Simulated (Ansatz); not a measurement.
Consider the following.

NbP:
```cif
data_Nb2P2
_chemical_formula_sum 'Nb2 P2'
_space_group_name_H-M_alt 'P 1'
_space_group_IT_number 1
_cell_length_a 6.18462
_cell_length_b 6.18462
_cell_length_c 6.18462
_cell_angle_alpha 148.601
_cell_angle_beta 148.601
_cell_angle_gamma 44.999
loop_
_space_group_symop_operation_xyz
  'x, y, z'
loop_
_atom_site_label
_atom_site_type_symbol
_atom_site_fract_x
_atom_site_fract_y
_atom_site_fract_z
_atom_site_occupancy
Nb1 Nb 0.00004 0.00004 0.00000 1
Nb2 Nb 0.75004 0.25004 0.50000 1
P1 P 0.58259 0.58259 0.00000 1
P2 P 0.33259 0.83259 0.50000 1
```

This is the PBE-relaxed structure.

Q: All from plane-wave PAW PBE (Ansatz code), unless another level is named. Estimate the electronic character.

A: no gap, with almost no states at the Fermi level (zero-gap or semimetallic).

Q: Predict the formation energy from the elements (no fitted shifts).

A: -1.04 eV/atom.

Space group I4_1md. Symmetry was held in the PBE relaxation. The run is not spin-polarised. A small band overlap can be real or an error of a semilocal functional. The references are the lowest solids computed at this level, not always the standard phases. Spin–orbit coupling is left out wherever it is not named.

Potentials: the later of the program's two PAW sets.
